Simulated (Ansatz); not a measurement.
GePt under uniaxial strain: field gradients at the nuclei

Cell: a structure deposited in the COD whose atoms were relaxed with PBE, the cell held.

```
Ge Pt
1.0
     5.73200    0.00000    0.00000
     0.00000    3.70100    0.00000
     0.00000    0.00000    6.08800
Ge Pt
4 4
Direct
  0.81677 0.75000 0.58789
  0.18323 0.25000 0.41211
  0.68323 0.25000 0.08789
  0.31677 0.75000 0.91211
  0.99807 0.75000 0.19023
  0.00193 0.25000 0.80977
  0.50193 0.25000 0.69023
  0.49807 0.75000 0.30977
```

Sites (sets of like atoms) are named by element and the number of their first atom in this list.

All values are calculated (Ansatz; DFT, PBE, plane waves and PAW, scalar-relativistic, 420 eV cutoff, Γ-centred 8×13×8 k-points, Fermi–Dirac smearing 0.05 eV), not measured.

The cell is stretched along z (the third Cartesian axis of the run's cell), x and y held, and the ions relax again each time.

```
strain along z (%)  Ge: V along z (10²¹ V/m²)  Pt: V along z (10²¹ V/m²)
                -3                      -0.02                      -5.03
                -2                      -0.07                      -4.39
                -1                      -0.01                      -3.60
                 0                       0.04                      -2.83
                +1                          ?                          ?
                +2                       0.22                      -1.22
                +3                       0.31                      -0.45
```

Problem. Estimate the row at +1 % from the others.

Solution. Ge: 0.13; Pt: -2.00. Worked for Ge: a straight line through the other 6 rows has a slope of 0.062 × 10²¹ V/m² per per cent of strain and gives 0.15 at +1 %, against 0.13 from the run; over all rows the step per per cent runs from -0.054 at the compressed end to 0.091 at the stretched end, so the response isn't a straight line. Worked for Pt: a straight line through the other 6 rows has a slope of 0.773 × 10²¹ V/m² per per cent of strain and gives -2.02 at +1 %, against -2.00 from the run, so the response is nearly linear here.

At this cell the PBE pressure is 7 GPa, so with PBE the cell would grow if it were relaxed. With no gap above 0.1 eV, as in a metal, the gradients converge slowly in k; expect changes of a tenth or more on a denser mesh. Spin–orbit coupling is left out, which shifts gradients on Pt by a few per cent in wide-gap crystals, and can shift them far more where the calculated gap is small or absent, as here.
